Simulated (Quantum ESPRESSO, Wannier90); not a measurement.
# SrO (rock salt): Wannier90 run

Cell from Materials Project (mp-2472), symmetrised, no further relaxation. COD (Crystallography Open Database) has an entry of this formula and space group (matched by these alone). Computed values, not measurements, from PBEsol: Quantum ESPRESSO (norm-conserving PseudoDojo potentials, cutoff 68 Ry, no spin polarisation, no spin-orbit coupling) on a Γ-centred 10×10×10 mesh, then Wannier90. Density: 10×10×10 mesh, cold smearing 0.01 Ry.

```
begin unit_cell_cart
ang
    0.0000000000    2.5837850000    2.5837850000
    2.5837850000    0.0000000000    2.5837850000
    2.5837850000    2.5837850000    0.0000000000
end unit_cell_cart
mp_grid = 10 10 10
```

Which shells of neighbouring k-points and which b-vectors and weights does Wannier90 pick for this cell and mesh?


```
 *---------------------------------- K-MESH ----------------------------------*
 +----------------------------------------------------------------------------+
 |                    Distance to Nearest-Neighbour Shells                    |
 |                    ------------------------------------                    |
 |          Shell             Distance (Ang^-1)          Multiplicity         |
 |          -----             -----------------          ------------         |
 |             1                   0.210598                      8            |
 |             2                   0.243178                      6            |
 |             3                   0.343905                     12            |
 |             4                   0.403264                     24            |
 |             5                   0.421196                      8            |
 |             6                   0.486355                      6            |
 |             7                   0.529993                     24            |
 |             8                   0.543762                     24            |
       ... (lines left out)
 +----------------------------------------------------------------------------+
 | The b-vectors are chosen automatically                                     |
 | The following shells are used:                       1                     |
 +----------------------------------------------------------------------------+
 |                        Shell   # Nearest-Neighbours                        |
 |                        -----   --------------------                        |
 |                          1               8                                 |
 +----------------------------------------------------------------------------+
 | Completeness relation is fully satisfied [Eq. (B1), PRB 56, 12847 (1997)]  |
 +----------------------------------------------------------------------------+
 |                  b_k Vectors (Ang^-1) and Weights (Ang^2)                  |
 |                  ----------------------------------------                  |
 |            No.         b_k(x)      b_k(y)      b_k(z)        w_b           |
 |            ---        --------------------------------     --------        |
 |             1         0.121589    0.121589   -0.121589     8.455183        |
 |             2         0.121589   -0.121589    0.121589     8.455183        |
 |             3        -0.121589    0.121589    0.121589     8.455183        |
 |             4         0.121589    0.121589    0.121589     8.455183        |
 |             5        -0.121589   -0.121589    0.121589     8.455183        |
 |             6        -0.121589    0.121589   -0.121589     8.455183        |
 |             7         0.121589   -0.121589   -0.121589     8.455183        |
 |             8        -0.121589   -0.121589   -0.121589     8.455183        |
```
